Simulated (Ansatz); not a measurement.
Ansatz (a first-principles code) input:

Ansatz 0.2 input:
```yaml
crystal:
  lattice:
    - [2.1471310829, 1.2396467087, 3.6558448565]
    - [-2.1471310829, 1.2396467087, 3.6558448565]
    - [0.0, -2.4792934174, 3.6558448565]
  atoms:
    - { symbol: Sb, position: [0.2641537912, 0.2641537912, 0.2641537912] }
    - { symbol: Sb, position: [0.7358462088, 0.7358462088, 0.7358462088] }
kpoints:
  mp_grid: { grid: [20, 20, 20] }
hamiltonian:
  xc: lda
  pseudopotentials: { azcp: { folder: ./paw }, kind: paw }
scf:
  occupations: { method: fermi_dirac, width: 0.1 }
elastic: { mode: relaxed_ion, stencil: two_point, amplitude: 0.005, f_tol: 0.0005 }
```

Output (shortened):

```
Pseudopotential: Sb, paw, valence charge 15
Functional definition: SPW92
Crystal: 2 atoms, lattice volume = 58.384 Å³
Basis set: ecut = 420 eV, 1153 PW (Γ)
Bands: 19, of which v1, the nominal top of the filled ones, is band 15 counted from 1 (14 counted from 0)
Symmetry: 12 space group operations
Space group: R-3m (ITA 166), of the structure as read, at distance tolerance 3.9e-5 Å
k-points: 781 of 8000
the search or the solves at the SCF's close seem to have found levels that the self-consistency loop had missed (the run counts 1) …
SCF 1 converged in 13 iterations: F = -12671.770269 eV  dr2 = 1.56e-14
relax step   1: F+E_penalty+E_count = -12671.77026905 eV  Δ(F+E_penalty+E_count) = +0.000e0 eV  max|allowed force component| = 3.568e-2 eV/Å  Δτ_max = 0.0000 Å  (13 SCF iters, accepted)
Crystal: 2 atoms, lattice volume = 58.384 Å³
SCF 2 converged in 13 iterations: F = -12671.770402 eV  dr2 = 1.11e-14
relax step   2: F+E_penalty+E_count = -12671.77040205 eV  Δ(F+E_penalty+E_count) = -1.330e-4 eV  max|allowed force component| = 1.379e-2 eV/Å  Δτ_max = 0.0062 Å  (13 SCF iters, accepted)
Crystal: 2 atoms, lattice volume = 58.384 Å³
SCF 3 converged in 9 iterations: F = -12671.770427 eV  dr2 = 8.04e-14
relax step   3: F+E_penalty+E_count = -12671.77042652 eV  Δ(F+E_penalty+E_count) = -2.446e-5 eV  max|allowed force component| = 2.974e-4 eV/Å  Δτ_max = 0.0017 Å  (9 SCF iters, accepted)
Crystal: 2 atoms, lattice volume = 58.384 Å³
SCF 4 converged in 10 iterations: F = -12671.770427 eV  dr2 = 3.98e-16
Crystal: 2 atoms, lattice volume = 58.092 Å³
Basis set: ecut = 420 eV, 1141 PW (Γ)
Symmetry: 4 space group operations
k-points: 2112 of 8000
SCF 5 converged in 12 iterations: F = -12671.770147 eV  dr2 = 4.92e-14
relax step   1: F+E_penalty+E_count = -12671.77014733 eV  Δ(F+E_penalty+E_count) = +0.000e0 eV  max|allowed force component| = 1.921e-2 eV/Å  Δτ_max = 0.0000 Å  (12 SCF iters, accepted)
Crystal: 2 atoms, lattice volume = 58.092 Å³
SCF 6 converged in 10 iterations: F = -12671.770199 eV  dr2 = 1.14e-14
relax step   2: F+E_penalty+E_count = -12671.77019928 eV  Δ(F+E_penalty+E_count) = -5.195e-5 eV  max|allowed force component| = 3.071e-3 eV/Å  Δτ_max = 0.0026 Å  (10 SCF iters, accepted)
Crystal: 2 atoms, lattice volume = 58.092 Å³
SCF 7 converged in 7 iterations: F = -12671.770201 eV  dr2 = 3.08e-14
relax step   3: F+E_penalty+E_count = -12671.77020121 eV  Δ(F+E_penalty+E_count) = -1.936e-6 eV  max|allowed force component| = 1.819e-3 eV/Å  Δτ_max = 0.0004 Å  (7 SCF iters, accepted)
Crystal: 2 atoms, lattice volume = 58.092 Å³
SCF 8 converged in 8 iterations: F = -12671.770202 eV  dr2 = 2.25e-14
relax step   4: F+E_penalty+E_count = -12671.77020229 eV  Δ(F+E_penalty+E_count) = -1.078e-6 eV  max|allowed force component| = 5.101e-5 eV/Å  Δτ_max = 0.0006 Å  (8 SCF iters, accepted)
Crystal: 2 atoms, lattice volume = 58.092 Å³
SCF 9 converged in 2 iterations: F = -12671.770202 eV  dr2 = 7.05e-15
Crystal: 2 atoms, lattice volume = 58.676 Å³
Basis set: ecut = 420 eV, 1157 PW (Γ)
SCF 10 converged in 12 iterations: F = -12671.769703 eV  dr2 = 2.06e-14
relax step   1: F+E_penalty+E_count = -12671.76970341 eV  Δ(F+E_penalty+E_count) = +0.000e0 eV  max|allowed force component| = 1.900e-2 eV/Å  Δτ_max = 0.0000 Å  (12 SCF iters, accepted)
Crystal: 2 atoms, lattice volume = 58.676 Å³
SCF 11 converged in 10 iterations: F = -12671.769759 eV  dr2 = 1.45e-14
relax step   2: F+E_penalty+E_count = -12671.76975892 eV  Δ(F+E_penalty+E_count) = -5.552e-5 eV  max|allowed force component| = 8.402e-4 eV/Å  Δτ_max = 0.0028 Å  (10 SCF iters, accepted)
Crystal: 2 atoms, lattice volume = 58.676 Å³
SCF 12 converged in 7 iterations: F = -12671.769759 eV  dr2 = 2.99e-14
relax step   3: F+E_penalty+E_count = -12671.76975902 eV  Δ(F+E_penalty+E_count) = -9.544e-8 eV  max|allowed force component| = 1.439e-5 eV/Å  Δτ_max = 0.0001 Å  (7 SCF iters, accepted)
Crystal: 2 atoms, lattice volume = 58.676 Å³
SCF 13 converged in 2 iterations: F = -12671.769759 eV  dr2 = 1.36e-14
Crystal: 2 atoms, lattice volume = 58.092 Å³
Basis set: ecut = 420 eV, 1135 PW (Γ)
SCF 14 converged in 12 iterations: F = -12671.770354 eV  dr2 = 3.88e-14
relax step   1: F+E_penalty+E_count = -12671.77035384 eV  Δ(F+E_penalty+E_count) = +0.000e0 eV  max|allowed force component| = 2.876e-2 eV/Å  Δτ_max = 0.0000 Å  (12 SCF iters, accepted)
Crystal: 2 atoms, lattice volume = 58.092 Å³
SCF 15 converged in 10 iterations: F = -12671.770459 eV  dr2 = 2.33e-14
relax step   2: F+E_penalty+E_count = -12671.77045853 eV  Δ(F+E_penalty+E_count) = -1.047e-4 eV  max|allowed force component| = 2.367e-4 eV/Å  Δτ_max = 0.0037 Å  (10 SCF iters, accepted)
Crystal: 2 atoms, lattice volume = 58.092 Å³
SCF 16 converged in 2 iterations: F = -12671.770459 eV  dr2 = 1.23e-14
Crystal: 2 atoms, lattice volume = 58.676 Å³
SCF 17 converged in 12 iterations: F = -12671.769799 eV  dr2 = 2.87e-14
relax step   1: F+E_penalty+E_count = -12671.76979945 eV  Δ(F+E_penalty+E_count) = +0.000e0 eV  max|allowed force component| = 2.933e-2 eV/Å  Δτ_max = 0.0000 Å  (12 SCF iters, accepted)
Crystal: 2 atoms, lattice volume = 58.676 Å³
SCF 18 converged in 10 iterations: F = -12671.769910 eV  dr2 = 2.50e-14
relax step   2: F+E_penalty+E_count = -12671.76990967 eV  Δ(F+E_penalty+E_count) = -1.102e-4 eV  max|allowed force component| = 1.423e-6 eV/Å  Δτ_max = 0.0037 Å  (10 SCF iters, accepted)
Crystal: 2 atoms, lattice volume = 58.676 Å³
SCF 19 converged in 2 iterations: F = -12671.769910 eV  dr2 = 1.30e-14
Crystal: 2 atoms, lattice volume = 58.384 Å³
Basis set: ecut = 420 eV, 1151 PW (Γ)
SCF 20 converged in 10 iterations: F = -12671.770145 eV  dr2 = 9.58e-14
relax step   1: F+E_penalty+E_count = -12671.77014475 eV  Δ(F+E_penalty+E_count) = +0.000e0 eV  max|allowed force component| = 1.790e-2 eV/Å  Δτ_max = 0.0000 Å  (10 SCF iters, accepted)
Crystal: 2 atoms, lattice volume = 58.384 Å³
SCF 21 converged in 9 iterations: F = -12671.770206 eV  dr2 = 7.49e-15
relax step   2: F+E_penalty+E_count = -12671.77020608 eV  Δ(F+E_penalty+E_count) = -6.133e-5 eV  max|allowed force component| = 1.094e-2 eV/Å  Δτ_max = 0.0021 Å  (9 SCF iters, accepted)
Crystal: 2 atoms, lattice volume = 58.384 Å³
SCF 22 converged in 9 iterations: F = -12671.770243 eV  dr2 = 5.09e-14
relax step   3: F+E_penalty+E_count = -12671.77024307 eV  Δ(F+E_penalty+E_count) = -3.700e-5 eV  max|allowed force component| = 1.967e-3 eV/Å  Δτ_max = 0.0035 Å  (9 SCF iters, accepted)
Crystal: 2 atoms, lattice volume = 58.384 Å³
SCF 23 converged in 8 iterations: F = -12671.770244 eV  dr2 = 1.70e-14
relax step   4: F+E_penalty+E_count = -12671.77024357 eV  Δ(F+E_penalty+E_count) = -4.922e-7 eV  max|allowed force component| = 2.739e-5 eV/Å  Δτ_max = 0.0003 Å  (8 SCF iters, accepted)
Crystal: 2 atoms, lattice volume = 58.384 Å³
SCF 24 converged in 2 iterations: F = -12671.770244 eV  dr2 = 7.20e-15
Crystal: 2 atoms, lattice volume = 58.384 Å³
Basis set: ecut = 420 eV, 1149 PW (Γ)
SCF 25 converged in 10 iterations: F = -12671.770147 eV  dr2 = 9.71e-14
relax step   1: F+E_penalty+E_count = -12671.77014680 eV  Δ(F+E_penalty+E_count) = +0.000e0 eV  max|allowed force component| = 1.784e-2 eV/Å  Δτ_max = 0.0000 Å  (10 SCF iters, accepted)
Crystal: 2 atoms, lattice volume = 58.384 Å³
SCF 26 converged in 9 iterations: F = -12671.770245 eV  dr2 = 6.23e-14
relax step   2: F+E_penalty+E_count = -12671.77024490 eV  Δ(F+E_penalty+E_count) = -9.810e-5 eV  max|allowed force component| = 7.307e-4 eV/Å  Δτ_max = 0.0056 Å  (9 SCF iters, accepted)
Crystal: 2 atoms, lattice volume = 58.384 Å³
SCF 27 converged in 7 iterations: F = -12671.770245 eV  dr2 = 3.40e-14
relax step   3: F+E_penalty+E_count = -12671.77024504 eV  Δ(F+E_penalty+E_count) = -1.425e-7 eV  max|allowed force component| = 3.006e-5 eV/Å  Δτ_max = 0.0002 Å  (7 SCF iters, accepted)
Crystal: 2 atoms, lattice volume = 58.384 Å³
SCF 28 converged in 2 iterations: F = -12671.770245 eV  dr2 = 1.59e-14
SCF converged after 10 iterations
Stability not checked: this state was not tested for a lower state beside it, because too few of the mixer's solves of this state at the end of the SCF gave a …
Free energy (F): -12671.770427 eV
Harris-Foulkes:  -12671.770427 eV  (|F-HF|=5.46e-12)
Internal energy: -12671.757377 eV  (E = F + TS)
E sigma→0 (E₀):  -12671.763902 eV
Entropy (-TS):   -0.013050 eV (-6.525 meV/atom)
Fermi energy:    10.379497 eV
--- Per-component energies (eV) ---
  E_band       = -325.202422
  E_kinetic    = 328.755976
  E_local      = -3114.628797  (includes V_loc(G=0)·N_el)
  E_nonlocal   = 787.593924
  E_hartree    = 1287.477626
  E_xc         = -198.040581
  E_vxc        = -183.666207  (∫ρ·V_xc dr)
  E_paw        = -8789.645311  (= ΣΔE_a)
  E_vpaw       = -718.212820  (= ΣTr[D̂ρ^β])
  E_aug_tail   = 0.000250  (compensation charges beyond the density's cutoff)
  E_ewald      = -2974.388085
  E_core_change = 1.117622  (= ΣΔE_core)
  E_smearing   = -0.013050  (= −TS)
  E_closure    = 0.000000  (closes the sum)
  Σ components = -12671.770427   (vs F -12671.770427, Δ=0.00e0)
--- Forces (eV/Å), atoms counted from 1 ---
  atom   1  Sb     0.00000000     0.00000000     0.00029744
  atom   2  Sb     0.00000000     0.00000000    -0.00029744
  max |Σ_I F_I| component: 1.16e-18 eV/Å
--- Stress (GPa, compression-positive) ---
       -0.124047       0.000000       0.000000
        0.000000      -0.124047       0.000000
        0.000000       0.000000      -0.153763
  P = ⅓ Tr σ = -0.1340 GPa (-1.340 kbar)
--- Band table (eV; the first three rows and the last of 781) ---
  k-point 0: bands = ["-18.8690", "-18.8690", "-18.7714", "-18.7714", "-18.7527", "-18.6513", "-18.6513", "-18.6474", "-18.5669", "-18.5669", "-2.4673", "5.6981", "8.4587", "8.6213", "8.6213", "12.8514", "13.3133", "13.3133", "15.5214"]
  k-point 1: bands = ["-18.8677", "-18.8674", "-18.7708", "-18.7705", "-18.7520", "-18.6520", "-18.6518", "-18.6481", "-18.5685", "-18.5682", "-2.4391", "5.5505", "8.4734", "8.6184", "8.6912", "12.8179", "13.2261", "13.2272", "15.3781"]
  k-point 2: bands = ["-18.8639", "-18.8626", "-18.7691", "-18.7680", "-18.7499", "-18.6541", "-18.6535", "-18.6500", "-18.5734", "-18.5723", "-2.3545", "5.1620", "8.4890", "8.6110", "8.8793", "12.6976", "12.9857", "12.9909", "15.1377"]
  k-point 780: bands = ["-18.8014", "-18.8014", "-18.7455", "-18.7455", "-18.7243", "-18.6737", "-18.6712", "-18.6712", "-18.6396", "-18.6396", "-0.6642", "1.1544", "9.2110", "9.2110", "10.0061", "10.3930", "10.3930", "11.3854", "17.8583"]
--- Elastic constants: 3 strain directions × 2 members + reference (group order 12) ---
  dense FFT box of the reference and of every strained cell: 30×30×30
  strains applied: 11, 33, 23; error gains …
  reference relaxed by the batch: 3 steps …
  largest displacement 4.5e-3 Å; the constants are those of the deck's cell at these positions:
  atoms:
    - { symbol: Sb, position: [0.26374507956799587, 0.26374507956799587, 0.26374507956799587] }
    - { symbol: Sb, position: [0.7362549204320041, 0.7362549204320041, 0.7362549204320041] }
  C = ∂σ_k/∂η_j (tension-positive GPa; Voigt order 11 22 33 23 13 12):
        97.945     29.654     29.536    -22.803      0.000      0.000
        29.654     97.945     29.536     22.803      0.000      0.000
        29.507     29.507     53.318      0.000      0.000      0.000
       -22.788     22.788      0.000     40.181      0.000      0.000
         0.000      0.000      0.000      0.000     40.181    -22.788
         0.000      0.000      0.000      0.000    -22.803     34.146
  reference stress σ⁰ (GPa):      0.124      0.124      0.154      0.000      0.000      0.000
  moduli (Voigt/Reuss/Hill, GPa): K = 47.40/43.57/45.48   G = 33.60/21.68/27.64   E = 68.96   ν = 0.247
  mechanically stable: yes (min eigenvalue of sym C = 14.17 GPa)
  strain η (Voigt 11):  stress-route row diagonal C_11 = 97.95 GPa, energy-path curvature d²(F+E_count+ΔE)/dδ²/Ω₀ = 97.96 GPa
         δ    σ_11 (GPa)             F (eV)   n_scf  n_hpsi   n_pw
    -5.000e-3      -0.3712      -12671.7702023       2  397432   1151   relax 4 steps, max|allowed force component| 5.10e-5 eV/Å
     5.000e-3       0.6082      -12671.7697590       2  398012   1163   relax 3 steps, max|allowed force component| 1.44e-5 eV/Å
  strain η (Voigt 33):  stress-route row diagonal C_33 = 53.32 GPa, energy-path curvature d²(F+E_count+ΔE)/dδ²/Ω₀ = 53.32 GPa
         δ    σ_33 (GPa)             F (eV)   n_scf  n_hpsi   n_pw
    -5.000e-3      -0.1199      -12671.7704585       2  146496   1149   relax 2 steps, max|allowed force component| 2.37e-4 eV/Å
     5.000e-3       0.4133      -12671.7699097       2  147029   1165   relax 2 steps, max|allowed force component| 1.42e-6 eV/Å
  strain η (Voigt 23):  stress-route row diagonal C_44 = 40.18 GPa, energy-path curvature d²(F+E_count+ΔE)/dδ²/Ω₀ = 40.12 GPa
         δ    σ_23 (GPa)             F (eV)   n_scf  n_hpsi   n_pw
    -5.000e-3      -0.2018      -12671.7702436       2  397520   1155   relax 4 steps, max|allowed force component| 2.74e-5 eV/Å
     5.000e-3       0.2000      -12671.7702450       2  397387   1156   relax 3 steps, max|allowed force component| 3.01e-5 eV/Å
```

Cost: roughly 18 core-minutes on shared cores.

Symmetry was held in the LDA relaxation; of distortions, only those at the zone centre were tested. As this level gives no gap, shear constants depend on the k-mesh and smearing (Fermi–Dirac, 0.1 eV here). Scalar-relativistic: spin–orbit coupling is off unless named, which matters more the heavier the elements.

Potentials: the earlier of the program's two PAW sets.

Ansatz is a plane-wave DFT program.
